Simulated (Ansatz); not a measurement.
With plane-wave PAW r²SCAN (Ansatz code), Mg$_{3}$SnO in the anti-perovskite structure (Pm-3m) relaxes to a = 4.348 Å. Sn has 12 nearest neighbours from 3.07 Å (cuboctahedral); O has 6 nearest neighbours from 2.17 Å (octahedral). Against the elements it lies at -1.13 eV/atom, with no fitted shifts.

Electronic character: metallic (no gap). Gap from r²SCAN with spin–orbit coupling: none (metallic).

The bulk modulus is 78.4 GPa. Bader charges are Sn -3.04, O -1.89, Mg +1.64 e.

The start of the workflow was typed in or built on a structure type; neither database checked (COD, Materials Project) lists it. Its standing as an ambient phase is unchecked. Symmetry was held in the r²SCAN relaxation; its stability against distortions is not shown here. The references are the lowest solids computed at this level, not always the standard phases (solids in place of the gases). Spin–orbit coupling is left out wherever it is not named.

Potentials: the earlier of the program's two PAW sets.
